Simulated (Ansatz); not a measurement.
Fields on a plane of NbN (rock salt)

```xyz
2
Lattice="0.0000 2.2106 2.2106 2.2106 0.0000 2.2106 2.2106 2.2106 0.0000" Properties=species:S:1:pos:R:3 pbc="T T T"
N      0.0000     0.0000     0.0000
Nb     2.2106     2.2106     2.2106
```

The slice is a {110} plane (indices of the conventional cell) through the point (0.000, 0.000, 0.000) (fractional), spanned by u = [100] and v = [1 -1 -1] in vectors of this cell: u (3.13 Å) and v (4.42 Å, at 90° to u). It covers one period; positions are fractions (u, v).

Atoms on it: N at (0.00, 0.00); Nb at (0.00, 0.50).

These are PBE (plane waves to 420 eV, PAW, scalar-relativistic; Ansatz, a first-principles code) values and carry that method's errors. k mesh 18×18×18. Near the nuclei the fields are pseudised (PAW); where an atom keeps semicore shells as valence, they peak there. NbN is run without spin polarisation. NbN was relaxed with its symmetry unable to fall. This is a high-temperature form of NbN.

```
|%%%%%%%%##++==--::............::--==++##%%%%%%|
|%%%%%%##**++==--::............::--==++**##%%%%|
|%%%%##**++==--::::....    ....::::--==++**##%%|
|####**++++==--::....        ....::--==++++**##|
|++++++====--::....            ....::--====++++|
|======----::::..                ..::::----====|
|--------::::....                ....::::------|
|------::::....                    ....::::----|
|======--::::....                ....::::--====|
|****++====--::..                ..::--====++**|
|######**++==--::..            ..::--==++**####|
|@@@@%%%%##++==::....        ....::==++##%%%%@@|
|@@@@@@@@%%**++--::....    ....::--++**%%@@@@@@|
|@@@@@@@@%%##++==::............::==++##%%@@@@@@|
|@@@@@@@@@@%%**==::............::==**%%@@@@@@@@|
|@@@@@@@@@@%%**==--............--==**%%@@@@@@@@|
|@@@@@@@@@@%%**==::............::==**%%@@@@@@@@|
|@@@@@@@@%%##++==::............::==++##%%@@@@@@|
|@@@@@@@@%%**++--::....    ....::--++**%%@@@@@@|
|@@@@%%%%##++==::....        ....::==++##%%%%@@|
|######**++==--::..            ..::--==++**####|
|****++====--::..                ..::--====++**|
|======--::::....                ....::::--====|
|------::::....                    ....::::----|
|--------::::....                ....::::------|
|======----::::..                ..::::----====|
|++++++====--::....            ....::--====++++|
|####**++++==--::....        ....::--==++++**##|
|%%%%##**++==--::::....    ....::::--==++**##%%|
|%%%%%%##**++==--::............::--==++**##%%%%|
|%%%%%%%%##++==--::............::--==++##%%%%%%|
|%%%%%%%%##**==--::............::--==**##%%%%%%|
```
Scale: ten equal steps from -0.85 (start of ' ') to 0.72 (end of '@'), in the order ' .:-=+*#%@'. Values: log₁₀ of the valence density in e/Å³. The map has 23 points along u (two characters each, u = 0 at the left) and 32 along v (v = 0 in the bottom row). The scale is logarithmic, as a density can span decades between atoms and voids.

```
|xxxxxx%%@@@@@@**==::..    ..::==**@@@@@@%%xxxx|
|xxxxxx@@@@@@%%**--..        ..--**%%@@@@@@xxxx|
|##%%@@@@@@@@##++--..        ..--++##@@@@@@@@%%|
|@@@@@@@@@@%%**==::..        ..::==**%%@@@@@@@@|
|@@@@@@@@%%**++--::..        ..::--++**%%@@@@@@|
|######**++==--::..            ..::--==++**####|
|----::::::::....                ....::::::::--|
|                                              |
|                                              |
|====----::                          ..::----==|
|%%######++--..                    ..--++######|
|@@@@@@@@%%**--                    --**%%@@@@@@|
|%%%%@@@@@@%%++..                ..++%%@@@@@@%%|
|xxxxxx@@@@%%**::                ::**%%@@@@xxxx|
|xxxxxx%%@@@@**--                --**@@@@%%xxxx|
|xxxxxx%%@@@@##--                --##@@@@%%xxxx|
|xxxxxx%%@@@@**--                --**@@@@%%xxxx|
|xxxxxx@@@@%%**::                ::**%%@@@@xxxx|
|%%%%@@@@@@%%++..                ..++%%@@@@@@%%|
|@@@@@@@@%%**--                    --**%%@@@@@@|
|%%######++--..                    ..--++######|
|====----::..                          ::----==|
|                                              |
|                                              |
|----::::::::....                ....::::::::--|
|######**++==--::..            ..::--==++**####|
|@@@@@@@@%%**++--::..        ..::--++**%%@@@@@@|
|@@@@@@@@@@%%**==::..        ..::==**%%@@@@@@@@|
|##%%@@@@@@@@##++--..        ..--++##@@@@@@@@%%|
|xxxxxx@@@@@@%%**--..        ..--**%%@@@@@@xxxx|
|xxxxxx%%@@@@@@**==::..    ..::==**@@@@@@%%xxxx|
|xxxxxx##@@@@@@##==::..    ..::==##@@@@@@##xxxx|
```
Scale: ten equal steps from 0.14 (start of ' ') to 0.80 (end of '@'), in the order ' .:-=+*#%@'. Values: electron localisation function (ELF). The map has 23 points along u (two characters each, u = 0 at the left) and 32 along v (v = 0 in the bottom row). Points within 0.4 Å of a nucleus are blanked (x), as the pseudised field means little there.

| Quantity | Value |
|---|---|
| Density on the N–Nb line (2.21 Å) at its density minimum, 1.0 Å from N | 0.53 e/Å³ |
| ELF at that point | 0.2 |
